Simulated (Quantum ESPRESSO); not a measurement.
How shieldings converge in PbF$_{2}$

```
CELL_PARAMETERS angstrom
      0.00000     2.95795     2.95795
      2.95795     0.00000     2.95795
      2.95795     2.95795     0.00000
ATOMIC_POSITIONS crystal
  Pb 0.00000 0.00000 0.00000
  F  0.75000 0.75000 0.75000
  F  0.25000 0.25000 0.25000
```
Geometry: a computed entry of the Materials Project; it was not checked against measured cells. It is PbF2 in Fm-3m; whether this form has been observed was not checked. Stability against distortions was not tested.

Method: PBE GIPAW (a modified build of Quantum ESPRESSO, JTH PAW datasets); kept fixed: cutoff 22.5 Ha. Costs are rough, from a shared machine. Shieldings are absolute and leave out the bulk-susceptibility term; a larger σ means a smaller chemical shift. Spin–orbit coupling is left out; its weight grows with the heaviest atom, Pb here. Static lattice: thermal averaging is not included.

```tsv
k-mesh	σ_iso F (ppm)	f-sum rule missed by (%)	irreducible k-points	rough cost ratio
2×2×2 shifted	170.4	0.10	2	about 1
3×3×3 shifted	162.5	0.00	6	2
4×4×4 shifted	161.5	0.00	10	4
5×5×5 shifted	161.4	0.00	19	5
7×7×7 shifted	161.4	0.00	44	10
8×8×8 shifted	161.4	0.00	60	20
```

Largest spread: σ_iso F (ppm) moves over 9.0 across the rows.
